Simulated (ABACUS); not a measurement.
Set-up for a self-consistent single point of GePt (Pnma, 8 atoms in the cell; from Materials Project mp-542640, changed as shown).

```
CELL_PARAMETERS angstrom
      5.63851     0.00000     0.00000
      0.00000     3.65388     0.00000
      0.00000     0.00000     5.98680
ATOMIC_POSITIONS crystal
  Ge 0.81393 0.75000 0.58801
  Ge 0.18607 0.25000 0.41199
  Ge 0.68607 0.25000 0.08801
  Ge 0.31393 0.75000 0.91199
  Pt 0.00185 0.75000 0.19271
  Pt 0.99815 0.25000 0.80729
  Pt 0.49815 0.25000 0.69271
  Pt 0.50185 0.75000 0.30729
```

Method: PBE, PseudoDojo 0.5 standard norm-conserving PBE (tails mended) pseudopotentials (plane waves; ABACUS).

ABACUS settings:

```
key                                                                   value
---------------  ----------------------------------------------------------
KPT                                                 Gamma 3 4 3 0.5 0.5 0.5
basis_type                                                               pw
dft_functional                                                          PBE
ecutwfc                                                               84 Ry
smearing_method                                                    gaussian
smearing_sigma                                                0.00734986 Ry
potentials       PseudoDojo 0.5 standard norm-conserving PBE (tails mended)
symmetry                                                                  1
symmetry_prec                                                         1e-05
ks_solver                                                                cg
scf_nmax                                                                100
scf_thr                                                          1.0e-09 Ry
mixing_type                                                         broyden
```

Results:

```
Quantity                                                  Result
------------------------------------------------  --------------
Number of valence electrons                                  128
Number of bands                                               77
Number of k-points after the program's reduction               8
Number of plane waves (most at a k-point)                  10837
Number of SCF iterations                                      14
FFT grid                                            64 × 45 × 72
Free energy E − TS                                -23939.8422 eV
Fermi level (on the code's own zero)                    19.98 eV
Pressure                                               18.30 GPa
Largest force (vector length)                         0.374 eV/Å
```

Forces (eV/Å):
```csv
atom,Fx,Fy,Fz
Ge1,0.289,0.000,0.054
Ge2,-0.289,0.000,-0.054
Ge3,-0.289,0.000,0.054
Ge4,0.289,0.000,-0.054
Pt5,-0.341,0.000,-0.154
Pt6,0.341,0.000,0.154
Pt7,0.341,0.000,-0.154
Pt8,-0.341,0.000,0.154
```

Stress (GPa, positive for compression):
```
19.24   0.00   0.00
 0.00  16.69   0.00
 0.00   0.00  18.97
```

For comparison: a first run was changed to give this one (volume scaled by 0.94), and from it to this one the free energy rises by 69.3 meV/atom, the pressure goes from 5.01 to 18.30 GPa and the largest force goes from 0.125 to 0.374 eV/Å.

The structure comes from a collection of computed structures, made at another level of theory; the collection holds predicted forms beside known ones. No clean gap shows at this smearing width and mesh (spacing up to 0.43 Å⁻¹); the mesh is coarse for partly filled bands, so the values carry mesh errors.

Cost on one core: roughly 8 core-minutes.

“Tails mended”: in these copies of the files the far tail of each local potential was reset to the Coulomb form.
